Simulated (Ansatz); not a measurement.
A geometry of SnO2 away from equilibrium: step 11 of the relaxation of a generated cell, SnO2 placed in the AFLOW prototype A2B_oC12_36_2a_a (C24, as in HgBr2). Calculation: PBE (plane waves to 420 eV, PAW, scalar-relativistic; Ansatz, a program for electronic structure). Γ-centred k-mesh 8×8×3 on the run's cell (coarser than for final values), Fermi–Dirac smearing 0.05 eV.

```xyz
6
Lattice="1.6228 -2.7642 0.0000 1.6228 2.7642 0.0000 0.0000 0.0000 9.2354" Properties=species:S:1:pos:R:3 pbc="T T T"
O      1.6228    -0.9053     4.0885
O      1.6228     0.9053    -0.5292
O      1.6228    -2.7809     6.6881
O      1.6228     2.7809     2.0705
Sn     1.6228    -0.9376     7.6941
Sn     1.6228     0.9376     3.0764
```

Q: Which atoms carry the largest force, and which way does it point?

A: 0.01 eV/Å, on O3, O4 (atoms numbered as listed); on O3 its components are (0.00, -0.01, 0.00).

Q: What is the pressure?

A: +2.1 GPa, compression positive.

No spin polarisation in the result. No dispersion correction is included, so spacings between layers, chains or molecules are soft and tend to come out too large.

The run could not lose the symmetry of its start: the end is stationary, and may be a saddle point rather than a minimum.

The end of the path is a generated cell of SnO2: the first start was made by placing the elements on the sites of a structure type, and the end was not matched to a known phase here, so it may be hypothetical. Known forms of SnO2 include space group No. 136.
